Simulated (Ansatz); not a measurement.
In:
```
CELL_PARAMETERS angstrom
     -1.94402     1.94402     1.75765
      1.94402    -1.94402     1.75765
      1.94402     1.94402    -1.75765
ATOMIC_POSITIONS crystal
  In 0.00000 0.00000 0.00000
```

Relaxed with r²SCAN. Special points in fractions of this cell's reciprocal vectors: Γ (0.000, 0.000, 0.000); X (0.000, 0.000, 0.500); M (-0.500, 0.500, 0.500); Z (0.454, 0.454, -0.454); Z0 (-0.454, 0.546, 0.454); P (0.250, 0.250, 0.250); N (0.000, 0.500, 0.000).

**Question.** List the band energies nearest the Fermi level at these points for DFT-r²SCAN in the program Ansatz with PAW potentials.

**Answer.** In eV from the Fermi level; about four levels below and three above (degenerate sets whole), none deeper than 8.9 eV; … stands for higher levels left out; points with the same levels are listed once.

```json
[
 {"k": "Γ", "below": "–", "above": "10.76 10.76 12.32"},
 {"k": "X", "below": "-4.65 -3.58", "above": "7.24 9.03 …"},
 {"k": "M", "below": "–", "above": "0.50 0.50 0.75"},
 {"k": "Z", "below": "–", "above": "0.44 0.64 0.64"},
 {"k": "P", "below": "-2.31 -0.35", "above": "0.30 0.30 …"},
 {"k": "N", "below": "-3.78 -3.27", "above": "5.64 7.09 …"}
]
```

Space group I4/mmm (body-centred tetragonal). Its axis ratio c/a = 0.90 departs by over 6 % from that of the usual cell of this phase: another minimum, or an error of the functional. The r²SCAN relaxation kept the symmetry of its start; whether a distortion lowers the energy is not shown. The volume moved by -49 % from the start of the relaxation. Spin–orbit coupling is left out wherever it is not named.

Potentials: the later of the program's two PAW sets.
